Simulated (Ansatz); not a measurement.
A crystal relaxed with r2SCAN in the plane-wave code Ansatz has space group I-42d (No. 122) and a = 4.990 Å, c = 9.815 Å.

| atom | site | x | y | z |
| --- | --- | --- | --- | --- |
| N | 4a | 0.0000 | 0.5000 | 0.2500 |
| Xx | 8d | 0.3082 | 0.7500 | 0.6250 |
| P | 4b | 0.5000 | 0.0000 | 0.2500 |

r2SCAN gives a direct gap of 1.77 eV at Γ. HSE06 gives a direct gap of 2.34 eV at Γ. Meshes: r2SCAN 8×8×8, HSE06 4×4×4. r2SCAN's ε∞ is 8.2 along all three axes, to this precision.

Question: Which element is Xx?
A. In
B. B
C. Al
D. Ga

Answer: D. Xx is Ga: an ordered 8-atom cell of Ga2PN on the zincblende lattice (I-42d). N is surrounded by 4 Ga at 1.99 Å; Ga is surrounded by 2 N at 1.99 Å and 2 P at 2.33 Å; P is surrounded by 4 Ga at 2.33 Å.

No spin polarisation and no zero-point or thermal motion; the cell was built from a prototype and may be hypothetical.

The meshes of the hybrids are coarse, so their gaps aren't converged to the digits shown.

For a response run the program warns that the ground state's bands aren't all converged, so ε∞ carries an extra error.
